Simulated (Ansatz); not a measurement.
# Course of a relaxation: Cu₂Ge

The cell of Cu₂Ge is invented: random cell by space group and Wyckoff sites (P6/mmm, No. 191). Its size is a rough estimate.

```
CELL_PARAMETERS angstrom
3.99272 0.00000 0.00000
-1.99636 3.45779 0.00000
0.00000 0.00000 7.48385
ATOMIC_POSITIONS crystal
Cu 0.00000 0.00000 0.61591
Cu 0.00000 0.00000 0.38409
Cu 0.00000 0.00000 0.13649
Cu 0.00000 0.00000 0.86351
Ge 0.33333 0.66667 0.50000
Ge 0.66667 0.33333 0.50000
```

Method: Ansatz 0.2.0, DFT PBE, scalar-relativistic, plane waves, PAW. Cutoff 420 eV, Gaussian smearing, Γ-centred meshes. Cell and atoms relax first on a coarse mesh and then on a finer one. In between, the cell is made exact in the group found at 0.06 Å. In metals the finer mesh still leaves noise of several meV/atom or more. The steps can't lower the symmetry of their start. No spin polarisation.

Steps on the 6×6×2 mesh (6 atoms, 11 steps). The free energy counts from the last step; the plane-wave basis is renewed at times, which shifts energy and pressure.

| step | ΔF (meV/atom) | V (Å³/atom) | P (GPa) | largest force component (eV/Å) |
| --- | --- | --- | --- | --- |
| 1 | 1398.6 | 17.22 | 54.93 | 9.212 |
| 2 | 708.0 | 18.55 | 33.56 | 3.264 |
| 3 | 347.6 | 20.13 | 19.47 | 1.651 |
| 4 | 150.2 | 21.85 | 9.19 | 0.696 |
| 5 | 79.3 | 23.63 | 0.75 | 0.125 |
| 6 | 78.7 | 23.80 | -0.07 | 0.036 |
| 7 | 27.8 | 23.80 | 3.69 | 0.018 |
| 8 | 7.1 | 24.65 | 1.65 | 0.074 |
| 9 | 0.9 | 25.63 | -0.19 | 0.065 |
| 10 | 0.5 | 25.50 | 0.04 | 0.018 |
| 11 | 0.0 | 25.50 | -0.01 | 0.018 |

The relaxed structure, after a last relaxation on the converged mesh:

```
Cu Ge
1.0
     4.39515    0.00000    0.00000
    -2.19758    3.80632    0.00000
     0.00000    0.00000    9.36062
Cu Ge
4 2
Direct
  0.00000 0.00000 0.62740
  0.00000 0.00000 0.37260
  0.00000 0.00000 0.12358
  0.00000 0.00000 0.87642
  0.33333 0.66667 0.50000
  0.66667 0.33333 0.50000
```

The symmetry stays P6/mmm (No. 191). The volume per atom grows by 51.6 %, from 17.2 to 26.1 Å³. The shortest distance goes from 1.73 Å (Cu–Cu) to 2.31 Å (Cu–Cu). The ratio c/a of the conventional cell changes by a factor of 1.14. The energy falls by about 1.4 eV/atom (the start's value is from the coarse mesh). Cu on its first site has 2 Cu at 2.33–2.39 Å and 6 Ge at 2.80 Å; around Cu on its second site lie 2 Cu at 2.31–2.33 Å; Ge is surrounded by 3 Ge at 2.54 Å and 6 Cu at 2.80 Å.

For Cu₂Ge, the volume per atom is 26.10 Å³ and the density is 4.24 g/cm³. The formation energy is +1.04 eV/atom. The gap on the 12×12×4 mesh of the 6-atom cell is 0 eV (a metal).

The zero of energy is the elements' standard structures at the same level; no fitted shifts are applied.

The last run used Gaussian smearing of 0.10 eV. Symmetry constrained the relaxation, so the result can be a saddle point. In all, the 3 runs took 3 min on 1 thread of Intel(R) Xeon(R) Platinum 8488C (Sapphire Rapids), on a shared host.
